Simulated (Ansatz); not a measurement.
**TiPd: clamped-ion strain scan**

Theory: Ansatz, DFT r2SCAN, scalar-relativistic, plane waves, PAW. The runs took a 500 eV cutoff, a Γ-centred 16×16×16 mesh and Gaussian smearing (0.15 eV). No spin polarisation. Energies are free energies at this smearing, counted from the undisturbed cell; pressure is positive in compression.

The undisturbed cell (as given, not relaxed at this level; it stands at -3.6 GPa, and it needn't be the usual structure):

```yaml
crystal:
  lattice:
    - [3.18000, 0.00000, 0.00000]
    - [0.00000, 3.18000, 0.00000]
    - [0.00000, 0.00000, 3.18000]
  atoms:
    - { symbol: Ti, position: [0.50000, 0.50000, 0.50000] }
    - { symbol: Pd, position: [0.00000, 0.00000, 0.00000] }
```

The cell is strained by ε times the Voigt pattern (0, 0, 1, 0, 0, 0) (xx, yy, zz, yz, xz, xy; engineering shear) with fractional coordinates fixed. The cell is metallic on the mesh throughout.

Question: Over the sampled range (-0.0400 to 0.0400), is the undisturbed cell the lowest point?

Answer: No: the energy is lower at ε = -0.0300, -5.1 in ΔE (meV/atom).

Question: Which end lies higher in energy, -0.0400 or +0.0400?

Answer: +0.0400: 24.9 against -4.2.

The scan:

| ε | ΔE (meV/atom) |
| --- | --- |
| -0.0400 | -4.2 |
| -0.0300 | -5.1 |
| -0.0200 | -4.7 |
| -0.0100 | -3.0 |
| 0.0000 | 0.0 |
| 0.0100 | 4.3 |
| 0.0200 | 9.9 |
| 0.0300 | 16.8 |
| 0.0350 | 20.7 |
| 0.0400 | 24.9 |